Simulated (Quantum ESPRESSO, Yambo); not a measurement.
AlP (zinc blende, space group F-43m, No. 216) under isotropic strain (on all lattice vectors), counted from the cell relaxed with PBEsol, atoms relaxed at each step. norm-conserving PBEsol (Quantum ESPRESSO, 44 Ry, no spin-orbit coupling); G0W0 in Yambo (4×4×4 Γ-centred k mesh, 148 bands and a 14 Ry block in the screening, 148 bands in G with the Bruneval-Gonze terminator, plasmon pole fitted at 27.2 eV).

| strain s (%) | PBEsol direct gap at Γ (eV) | G0W0 direct gap at Γ (eV) |
|---|---|---|
| -1.5 | 3.510 | 4.541 |
| -0.7 | 3.305 | 4.323 |
| 0 | 3.129 | 4.133 |
| +1 | 2.882 | 3.872 |
| +2 | ? | ? |

Question: Fit a parabola in s to each column by least squares and predict the withheld row.

Answer: PBEsol: E = 3.129 − 0.2497 s + 0.0029 s² (largest residual 0 meV), giving 2.641 eV at s = +2; the run gave 2.641 eV, a miss of 0 meV. G0W0: E = 4.134 − 0.2659 s + 0.0038 s² (largest residual 1 meV), giving 3.617 eV at s = +2; the run gave 3.612 eV, a miss of 6 meV. The withheld row lies outside the fitted range, so this is an extrapolation. The GW settings are held fixed; their convergence isn't established.
